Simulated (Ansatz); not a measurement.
System: Ge (diamond type), 2 atoms in the cell.

```
CELL_PARAMETERS angstrom
0.00000 2.88000 2.88000
2.88000 0.00000 2.88000
2.88000 2.88000 0.00000
ATOMIC_POSITIONS crystal
Ge 0.00000 0.00000 0.00000
Ge 0.25000 0.25000 0.25000
```

Code and potentials: Ansatz all-electron PAW datasets made for this crystal, 140 eV. Settings: k-mesh 6×6×6 Γ-centred; Fermi–Dirac smearing of 0.02 eV; no spin polarisation. For HSE06: exchange singularity: regularized.

Plain PBE gives:

```json
{
  "Pressure": "0.15 GPa"
}
```

**Question.** What changes under HSE06 (310 eV)?

**Answer.** The pressure decreases by 2.82 GPa to -2.67 GPa.

**Question.** What changes under r²SCAN (280 eV)?

**Answer.** The pressure falls by 2.84 GPa to -2.69 GPa.

The stress includes the program's correction for the finite plane-wave basis.

The k-mesh is modest, so these values aren't fully converged in k.
